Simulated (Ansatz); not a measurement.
Simulated powder pattern, Cu Kα, λ = 1.54184 Å (kinematic, ideal powder, no thermal factors, no anomalous dispersion; the 30 strongest lines at most, above 1 %, up to 2θ = 90°):

| 2θ (°) | d (Å) | I/Imax (%) |
|---|---|---|
| 41.37 | 2.182 | 100 |
| 48.14 | 1.890 | 47 |
| 70.45 | 1.336 | 29 |
| 85.12 | 1.140 | 35 |
| 89.90 | 1.091 | 11 |

The pattern belongs to a structure relaxed with DFT-PBEsol in the program Ansatz with PAW potentials.

**Question.** Pick the material that matches.
A. Sr, fcc (Cu type)
B. Gd, hcp (Mg type)
C. Rh, fcc (Cu type)
D. Au, fcc (Cu type)

**Answer.** C, Rh, fcc (Cu type)

**Question.** Give the lattice parameters.

**Answer.** a = 3.780 Å.

Space group Fm-3m (fcc (Cu type)). The PBEsol relaxation kept the symmetry of its start. No spin polarisation was allowed.

Potentials: the earlier of the program's two PAW sets.
